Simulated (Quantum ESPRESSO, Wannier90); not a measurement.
## Hf (hcp (Mg type)): Wannier90 run

Structure: Materials Project mp-103, symmetrised, not relaxed again. This is the element's usual structure. Computed values, not measurements, from PBE: Quantum ESPRESSO (norm-conserving PseudoDojo potentials, cutoff 47 Ry, no spin polarisation, no spin-orbit coupling) on a Γ-centred 12×12×6 mesh, then Wannier90. Density: 18×18×8 mesh, cold smearing 0.01 Ry. Spin-orbit coupling is left out although heavy elements are present.

On the energy scale of pw.x, whose zero is arbitrary, the Fermi level lies at 14.72 eV.

Input w.win:

```
num_bands = 6
num_wann = 6
exclude_bands = 1-2,9-37
num_iter = 800
conv_tol = 1.0e-6
conv_window = 4
write_hr = true
write_u_matrices = true
auto_projections = true
begin unit_cell_cart
ang
    3.1923799227    0.0000000000    0.0000000000
   -1.5961899613    2.7646821116    0.0000000000
    0.0000000000    0.0000000000    5.0450400000
end unit_cell_cart
begin atoms_frac
Hf   0.3333333333 -0.3333333333  0.2500000000
Hf  -0.3333333333  0.3333333333 -0.2500000000
end atoms_frac
mp_grid = 12 12 6
begin kpoints
0.0000000000 0.0000000000 0.0000000000
0.0000000000 0.0000000000 0.1666666667
0.0000000000 0.0000000000 0.3333333333
... (861 more lines: the 12x12x6 mesh through Gamma)
end kpoints
```

Input of pw2wannier90.x that gives the overlap and projection files (equivalent; here they were cut from one run over all bands):

```
&inputpp
  outdir = './out'
  prefix = 'pwscf'
  seedname = 'w'
  write_amn = .true.
  write_mmn = .true.
  atom_proj = .true.
  atom_proj_exclude = 1 5 6 7 8 9 10 11 15 16 17 18 19 20
/
```

Output w.wout (banner and timings cut):

```
                                    ------
                                    SYSTEM
                                    ------

                              Lattice Vectors (Ang)
                    a_1     3.192380   0.000000   0.000000
                    a_2    -1.596190   2.764682   0.000000
                    a_3     0.000000   0.000000   5.045040

                   Unit Cell Volume:      44.52710  (Ang^3)

                        Reciprocal-Space Vectors (Ang^-1)
                    b_1     1.968182   1.136331  -0.000000
                    b_2     0.000000   2.272661   0.000000
                    b_3     0.000000  -0.000000   1.245418

 *----------------------------------------------------------------------------*
 |   Site       Fractional Coordinate          Cartesian Coordinate (Ang)     |
 +----------------------------------------------------------------------------+
 | hf   1   0.33333  -0.33333   0.25000   |    1.59619  -0.92156   1.26126    |
 | hf   2  -0.33333   0.33333  -0.25000   |   -1.59619   0.92156  -1.26126    |
 *----------------------------------------------------------------------------*
                                ------------
                                K-POINT GRID
                                ------------

             Grid size = 12 x 12 x  6      Total points =  864

 *---------------------------------- MAIN ------------------------------------*
 |  Number of Wannier Functions               :                 6             |
 |  Number of Objective Wannier Functions     :                 6             |
 |  Number of input Bloch states              :                 6             |
 |  Output verbosity (1=low, 5=high)          :                 1             |
 |  Timing Level (1=low, 5=high)              :                 1             |
 |  Optimisation (0=memory, 3=speed)          :                 3             |
 |  Length Unit                               :               Ang             |
 |  Post-processing setup (write *.nnkp)      :                 F             |
 |  Using Gamma-only branch of algorithms     :                 F             |
 *----------------------------------------------------------------------------*
 *------------------------------- WANNIERISE ---------------------------------*
 |  Total number of iterations                :               800             |
 |  Number of CG steps before reset           :                 5             |
 |  Trial step length for line search         :             2.000             |
 |  Convergence tolerence                     :         0.100E-05             |
 |  Convergence window                        :                 4             |
 |  Iterations between writing output         :                 1             |
 |  Iterations between backing up to disk     :               100             |
 |  Write r^2_nm to file                      :                 F             |
 |  Write xyz WF centres to file              :                 F             |
 |  Write on-site energies <0n|H|0n> to file  :                 F             |
 |  Use guiding centre to control phases      :                 F             |
 |  Use phases for initial projections        :                 F             |
 *----------------------------------------------------------------------------*
 *-------------------------------- PLOTTING ----------------------------------*
 |  Plotting Hamiltonian in WF basis          :                 T             |
 *----------------------------------------------------------------------------*

       ... (k-mesh section left out)

 Starting a new Wannier90 calculation ...

 Reading overlaps from w.mmn

 Reading projections from w.amn

 *------------------------------- WANNIERISE ---------------------------------*
 +--------------------------------------------------------------------+<-- CONV
 | Iter  Delta Spread     RMS Gradient      Spread (Ang^2)            |<-- CONV
 +--------------------------------------------------------------------+<-- CONV

 ------------------------------------------------------------------------------
 Initial State
  WF centre and spread    1  (  1.596190, -0.921561,  1.261260 )     0.58255440
  WF centre and spread    2  (  1.596190, -0.921692,  1.261260 )     0.58222753
  WF centre and spread    3  (  1.596190, -0.921429,  1.261260 )     0.58222753
  WF centre and spread    4  ( -1.596190,  0.921561, -1.261260 )     0.58255440
  WF centre and spread    5  ( -1.596190,  0.921692, -1.261260 )     0.58222753
  WF centre and spread    6  ( -1.596190,  0.921429, -1.261260 )     0.58222753
  Sum of centres and spreads (  0.000000, -0.000000,  0.000000 )     3.49401890

      0     0.349E+01     0.0000000000        3.4940189086  <-- CONV
        O_D=      0.0000001 O_OD=      0.0006171 O_TOT=      3.4940189 <-- SPRD
 ------------------------------------------------------------------------------
      1    -0.963E-12     0.0000123339        3.4940189086  <-- CONV
        O_D=      0.0000001 O_OD=      0.0006171 O_TOT=      3.4940189 <-- SPRD
      2    -0.192E-11     0.0000123291        3.4940189086  <-- CONV
        O_D=      0.0000001 O_OD=      0.0006171 O_TOT=      3.4940189 <-- SPRD
      3    -0.118E-08     0.0000123194        3.4940189074  <-- CONV
        O_D=      0.0000001 O_OD=      0.0006171 O_TOT=      3.4940189 <-- SPRD
      4    -0.320E-10     0.0000109723        3.4940189074  <-- CONV
        O_D=      0.0000001 O_OD=      0.0006171 O_TOT=      3.4940189 <-- SPRD
             <<<     Delta < 1.000E-06  over  4 iterations     >>>
             <<< Wannierisation convergence criteria satisfied >>>
 Final State
  WF centre and spread    1  (  1.596190, -0.921561,  1.261260 )     0.58255457
  WF centre and spread    2  (  1.596190, -0.921692,  1.261260 )     0.58222739
  WF centre and spread    3  (  1.596190, -0.921429,  1.261260 )     0.58222749
  WF centre and spread    4  ( -1.596190,  0.921561, -1.261260 )     0.58255457
  WF centre and spread    5  ( -1.596190,  0.921692, -1.261260 )     0.58222739
  WF centre and spread    6  ( -1.596190,  0.921429, -1.261260 )     0.58222749
  Sum of centres and spreads (  0.000000, -0.000000,  0.000000 )     3.49401889

         Spreads (Ang^2)       Omega I      =     3.493401678
        ================       Omega D      =     0.000000097
                               Omega OD     =     0.000617132
    Final Spread (Ang^2)       Omega Total  =     3.494018907
```
